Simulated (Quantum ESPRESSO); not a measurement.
Simulation results for Hf3TaNO7 (made-up cell)

All values are calculated (Quantum ESPRESSO 7.5). Calculation on a made-up crystal cell, not a measurement, run twice, once with a planted mistake found by running each candidate: periodic Kohn-Sham density functional theory in plane waves with PseudoDojo standard norm-conserving scalar-relativistic pseudopotentials, each functional with its own files (v0.5 for PBE, v0.4.1 for LDA and PBEsol), no spin polarisation, no spin-orbit coupling, atoms not relaxed, stress positive in tension, energies less a fixed whole-eV offset for each atom's element; levels are Kohn-Sham levels at fractions of this cell's reciprocal vectors, counted from the reference band (half the neutral cell's valence electrons, rounded up) at Gamma; error bars cover cutoff and k-mesh only, not smearing or the files; each bar is the largest change over components, and at least 0.002 eV, 0.002 eV per angstrom or 0.02 GPa; a charged cell sits in a uniform background, with energy and stress on this program's zero of potential; no dispersion term; energies are for the whole cell, and the offsets were chosen from early runs and are not element reference energies; a distance is the largest change of any value in units of its error bar (the energy's for the smearing term), a scale change is of lengths, and a coarse mesh keeps the half-step shift.

```json
{"formula": "Hf3TaNO7", "kind": "made-up cell", "intended_structure": {"cell_angstrom": [[5.2507, -0.0091, -0.0323], [-0.0091, 5.1439, -0.0075], [-0.0323, -0.0075, 5.1736]], "atoms_fractional": [["Hf", -0.01761, 0.01576, -0.00993], ["Hf", 0.0332, 0.50933, 0.49793], ["Ta", 0.49877, 0.01587, 0.48062], ["Hf", 0.49622, 0.48144, -0.00281], ["O", 0.25218, 0.24078, 0.25718], ["O", 0.24489, 0.25154, 0.76666], ["O", 0.24429, 0.75118, 0.24629], ["O", 0.2496, 0.7484, 0.76024], ["N", 0.77036, 0.24399, 0.23328], ["O", 0.74849, 0.24353, 0.75839], ["O", 0.76594, 0.73558, 0.23607], ["O", 0.76543, 0.76603, 0.76099]]}, "given": {"lattice_type": "fluorite", "intended_functional": "pbe", "intended_cutoff [eV]": 1143, "intended_fermi_dirac_smearing [eV]": 0.025, "intended_scf_tolerance [eV]": 1e-07, "intended_electrons_removed": 0, "healthy_free_energy_less_offsets [eV]": -4.993, "healthy_scf_iterations": 16, "healthy_smearing_term_minus_ts [eV]": 0.0, "healthy_pressure [GPa]": -12.82, "healthy_stress_xx [GPa]": 18.25, "healthy_stress_yy [GPa]": 8.69, "healthy_stress_zz [GPa]": 11.53, "healthy_stress_yz [GPa]": -1.8, "healthy_stress_xz [GPa]": -1.99, "healthy_stress_xy [GPa]": 1.77, "healthy_reference_band": 48, "faulty_free_energy_less_offsets [eV]": -6.659, "faulty_scf_iterations": 15, "faulty_smearing_term_minus_ts [eV]": -4.965, "faulty_pressure [GPa]": -8.65, "faulty_stress_xx [GPa]": 12.49, "faulty_stress_yy [GPa]": 5.95, "faulty_stress_zz [GPa]": 7.51, "faulty_stress_yz [GPa]": -1.13, "faulty_stress_xz [GPa]": -1.62, "faulty_stress_xy [GPa]": 1.17, "faulty_reference_band": 48, "candidate_k_points_along_each_vector": 2, "candidate_cutoff [eV]": 614, "candidate_smearing [eV]": 0.76, "candidate_functional": "pbesol", "candidate_scf_tolerance [eV]": 0.3, "candidate_electrons_removed": -1, "candidate_scale_change [percent]": -1.83, "candidate_first_exchanged_site": 1, "candidate_second_exchanged_site": 3, "intended_k_mesh": "4 x 4 x 4, shifted by half a step", "structure_shown": "as intended, without the mistake", "atom_site": [1, 2, 3, 4, 5, 6, 7, 8, 9, 10, 11, 12], "atom_energy_offset [eV]": [-1535, -1535, -1770, -1535, -452, -452, -452, -452, -283, -452, -452, -452], "healthy_force_site": [1, 2, 3, 4, 5, 6, 7, 8, 9, 10, 11, 12], "healthy_force_x [eV/angstrom]": [-0.477, -2.114, 2.8, 1.923, 1.513, 0.714, 1.571, 1.205, -2.883, -1.52, -1.469, -1.264], "healthy_force_y [eV/angstrom]": [-1.585, 0.694, 0.176, 0.983, 0.181, -0.409, 0.122, 0.011, -0.696, 0.84, 0.548, -0.865], "healthy_force_z [eV/angstrom]": [0.6, -0.271, -1.319, 0.626, 1.173, -1.465, 1.22, -1.266, 2.898, -1.96, 1.559, -1.795], "healthy_level_k_point": ["Gamma", "(1/2,1/2,1/2)", "(0.15,0,0)", "(0,0.15,0)", "(0,0,0.15)"], "healthy_next_band_up [eV]": [1.101, 1.362, 1.193, 1.172, 1.193], "faulty_force_site": [1, 2, 3, 4, 5, 6, 7, 8, 9, 10, 11, 12], "faulty_force_x [eV/angstrom]": [0.281, -1.525, 1.601, 1.246, 1.174, 0.495, 1.297, 1.031, -2.146, -1.173, -1.187, -1.093], "faulty_force_y [eV/angstrom]": [-1.46, 0.497, -0.419, 0.972, 0.412, -0.298, -0.02, 0.052, -0.171, 0.896, 0.507, -0.968], "faulty_force_z [eV/angstrom]": [0.361, -0.194, -0.276, 0.434, 0.734, -1.237, 0.916, -1.038, 2.319, -1.767, 1.325, -1.577], "faulty_level_k_point": ["Gamma", "(1/2,1/2,1/2)", "(0.15,0,0)", "(0,0.15,0)", "(0,0,0.15)"], "faulty_next_band_up [eV]": [1.695, 2.054, 1.791, 1.782, 1.794], "candidate_mistake": ["coarse kmesh", "low cutoff", "wide smearing", "wrong functional", "loose scf", "wrong charge", "cell scaled", "atoms exchanged"]}, "results": {}, "notes": ["the hafnium pseudopotential is less sure than the others, with forces about 3 percent (worst 6) and pressure in oxides about 1.5 GPa (worst 2.7) from a second method in checks, which the error bars do not cover"]}
```

Q: Give the missing fault kind for Hf3TaNO7 (made-up cell).
A: wide smearing

Further results for Hf3TaNO7 (made-up cell):

| Quantity | Value |
| --- | --- |
| other mistakes compared | 7 |
| distance from healthy | 2482 error bars |
| distance from nearest other mistake | 2482 error bars |
| healthy error bar energy | 0.002 eV |
| healthy error bar stress | 0.03834 GPa |
| healthy error bar force | 0.007375 eV/Å |
| healthy error bar next band up | 0.002 eV |
